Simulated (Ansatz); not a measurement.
## Structures of AgBi$_{2}$: which is lowest?

Plane-wave DFT in Ansatz with scalar-relativistic PAW potentials, cutoff 420 eV, Γ-centred meshes chosen by cell and gap, Gaussian smearing with energies taken to zero width. Every cell was relaxed (cell and atoms) in a run of its own, within the symmetry of its start. Functional: PBE.

Relaxed structures (starts from databases or built by putting these elements on another compound's sites):
A. Fm-3m, 3 atoms in the computed cell, a = 7.092 Å; sites (symmetry × multiplicity) Ag m-3m × 4, Bi -43m × 8; start: built
B. Fd-3m, 6 atoms in the computed cell, a = 9.159 Å; sites (symmetry × multiplicity) Ag -43m × 8, Bi .-3m × 16; start: built

Rank them by energy. Could pressure change the order?

| structure | group | E − E(lowest) (meV/atom) | V (Å³/atom) | gap on mesh (eV) |
| --- | --- | --- | --- | --- |
| A | Fm-3m | 0.0 | 29.72 | 0.00 |
| B | Fd-3m | 408 | 32.01 | 0.00 |

A is lowest, 408 meV/atom under B. The lowest is also the densest of these, so pressure wouldn't bring one of the others in at first order. Other structures may lie lower than all of these, and vibrations aren't counted.

Spin-orbit coupling is left out, which matters for the bands of heavy elements. For Tl, Pb and Bi spin-orbit coupling shifts energies too.